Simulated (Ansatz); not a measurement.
NiGe:
```
CELL_PARAMETERS angstrom
      2.97663     0.00000     0.00000
      0.00000     2.97663     0.00000
      0.00000     0.00000     2.97663
ATOMIC_POSITIONS crystal
  Ni 0.00000 0.00000 0.00000
  Ge 0.50000 0.50000 0.50000
```

Relaxed with PBE. Special points in fractions of this cell's reciprocal vectors: Γ (0.000, 0.000, 0.000); X (0.000, 0.500, 0.000); M (0.500, 0.500, 0.000); R (0.500, 0.500, 0.500).

**Question.** List the band energies nearest the Fermi level at these points for the program Ansatz at the PBE level (PAW).

**Answer.** In eV from the Fermi level; about four levels below and three above (degenerate sets whole), none deeper than 8.9 eV; … stands for higher levels left out; points with the same levels are listed once.

```json
[
 {"k": "Γ", "below": "-2.96 -2.96 -1.55 -1.55 -1.55", "above": "2.58 2.58 2.58"},
 {"k": "X", "below": "-2.44 -2.44 -1.51 -0.90", "above": "6.75 6.75 9.22"},
 {"k": "M", "below": "-1.98 -1.98 -1.09 -0.13", "above": "1.28 7.23 …"},
 {"k": "R", "below": "-4.77 -4.77 -4.77 -4.07 -1.06 -1.06", "above": "2.25 2.25 2.25"}
]
```

Space group Pm-3m (CsCl type). The cell is a constructed one: a structure type filled with these elements; neither database checked (COD, Materials Project) lists it. COD files the formula under space group No. 62, so this cell is another polymorph or a model. Its standing as an ambient phase is unchecked. The PBE relaxation kept the symmetry of its start; its stability against distortions is not shown here. The workflow began spin-polarised and lost its moments. Scalar-relativistic: spin–orbit coupling is off unless named, which matters more the heavier the elements.

Potentials: the later of the program's two PAW sets.
